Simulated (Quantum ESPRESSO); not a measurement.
**Band energies of TiO$_{2}$**

```
TiO2
1.0
    6.15358    -1.88347     0.00000
    6.15358     1.88347     0.00000
   -1.92833     0.00000     6.32896
O Ti
8 4
Direct
  0.05835   0.05835   0.36998
  0.94165   0.94165   0.63002
  0.63807   0.63807   0.70660
  0.36193   0.36193   0.29340
  0.13281   0.13281   0.00471
  0.86719   0.86719   0.99529
  0.73651   0.73651   0.34750
  0.26349   0.26349   0.65250
  0.80471   0.80471   0.71624
  0.19529   0.19529   0.28376
  0.09993   0.09993   0.71040
  0.90007   0.90007   0.28960
```

LDA (pw.x of Quantum ESPRESSO, ONCV potentials, no spin-orbit coupling); path ΓYFLI,I1ZF1,YX1,XΓN,MΓ; energies in eV from the valence-band maximum.

```csv
k (1/Å),point,band 44,band 45,band 46,band 47,band 48,band 49,band 50,band 51
0.00,Γ,-0.90,-0.77,-0.77,-0.37,-0.19,2.68,3.03,3.28
0.90,,-1.04,-0.91,-0.49,-0.35,-0.10,2.87,2.98,3.26
1.26,Y,-0.93,-0.90,-0.65,-0.41,-0.13,2.82,2.87,3.37
1.79,,-0.82,-0.70,-0.69,-0.53,-0.44,2.77,3.08,3.21
2.86,F,-0.89,-0.78,-0.77,-0.40,-0.25,2.69,3.04,3.26
3.79,,-0.95,-0.77,-0.55,-0.39,-0.20,2.80,3.05,3.21
4.72,L,-1.11,-0.86,-0.43,-0.23,-0.21,2.94,3.06,3.19
4.96,,-0.73,-0.70,-0.64,-0.21,-0.11,3.06,3.13,3.22
5.43,I,-0.91,-0.63,-0.41,-0.16,0.00,3.05,3.15,3.35
5.43,I1,-0.91,-0.63,-0.41,-0.16,0.00,3.05,3.15,3.35
5.81,,-0.99,-0.64,-0.59,-0.20,-0.12,3.01,3.17,3.27
6.39,Z,-0.76,-0.71,-0.69,-0.61,-0.45,2.79,3.06,3.22
6.89,,-1.03,-0.90,-0.46,-0.38,-0.12,2.90,3.00,3.27
7.71,,-0.90,-0.80,-0.74,-0.44,-0.23,2.74,2.99,3.31
8.37,F1,-0.89,-0.78,-0.77,-0.40,-0.25,2.69,3.04,3.26
8.37,Y,-0.93,-0.90,-0.65,-0.41,-0.13,2.82,2.87,3.37
8.73,X1,-0.74,-0.49,-0.43,-0.33,-0.26,3.02,3.28,3.31
8.73,X,-0.74,-0.49,-0.43,-0.33,-0.26,3.02,3.28,3.31
9.38,,-1.03,-1.03,-0.54,-0.14,-0.11,2.96,3.06,3.52
10.04,Γ,-0.90,-0.77,-0.77,-0.37,-0.19,2.68,3.03,3.28
10.34,,-0.90,-0.71,-0.57,-0.28,-0.24,2.88,3.11,3.15
11.08,N,-0.81,-0.70,-0.53,-0.11,-0.02,3.11,3.16,3.41
11.08,M,-1.04,-0.88,-0.49,-0.22,-0.14,3.07,3.11,3.56
11.96,Γ,-0.90,-0.77,-0.77,-0.37,-0.19,2.68,3.03,3.28
```

The LDA gap is indirect, 2.68 eV, from I to Γ; the smallest direct gap is 2.85 eV. Another conduction extremum on the path lies within 0.02 eV, too close to call.

Geometry of the Materials Project entry, not relaxed at this level.

This is not the ordinary phase of the substance; no match was found in the copy of COD used, and its stability was not checked.
